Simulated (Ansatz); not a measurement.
**C: gradients before and after relaxing the atoms**

Start: a COD entry (perhaps calculated rather than measured), atoms as given.

```cif
data_C
_symmetry_space_group_name_H-M 'P6_3/mmc'
_symmetry_Int_Tables_number 194
_cell_length_a 2.5221
_cell_length_b 2.5221
_cell_length_c 12.3557
_cell_angle_alpha 90.000
_cell_angle_beta 90.000
_cell_angle_gamma 120.000
loop_
_atom_site_label
_atom_site_type_symbol
_atom_site_symmetry_multiplicity
_atom_site_Wyckoff_symbol
_atom_site_fract_x
_atom_site_fract_y
_atom_site_fract_z
C1 C 4 e 0.0000 0.0000 0.1875
C5 C 4 f 0.3333 0.6667 0.5208
C9 C 4 f 0.3333 0.6667 0.6458
```

One atom of each set is listed.

Level of theory: DFT, PBE, plane waves and PAW, scalar-relativistic, 420 eV cutoff, Γ-centred 14×14×3 k-points, Fermi–Dirac smearing 0.05 eV (Ansatz 0.2.0).

The largest force at the start is 0.33 eV/Å. Relaxing the ions at fixed cell moves them by 0.009 Å at most (atom 11, C) and 0.007 Å rms. End positions:

C1 (0.0000, 0.0000, 0.1868)
C5 (0.3333, 0.6667, 0.5207)
C9 (0.3333, 0.6667, 0.6451)

```
site  moved (Å)  first shell before   first shell after  V_zz before (10²¹ V/m²)  η before
  C1      0.008       4 C at 1.54 Å  4 C at 1.54–1.56 Å                    0.099      0.00
  C5      0.001       4 C at 1.54 Å       4 C at 1.54 Å                    0.015      0.00
  C9      0.009       4 C at 1.54 Å       4 C at 1.54 Å                   -0.025      0.00
```

(1) What are V_zz and η after the relaxation?

Results:

(1) 

```tsv
site	V_zz after	η after	change of V_zz
C1	0.20	0.00	+0.10
C5	-0.044	0.00	-0.06
C9	-0.065	0.00	-0.04
```

The largest change of V_zz is on C1, from 0.099 to 0.20.

Before: At this cell the principal stresses reach 8 GPa in size with PBE, which can matter for small gradients.
After: At this cell the principal stresses reach 7 GPa in size with PBE, which can matter for small gradients.
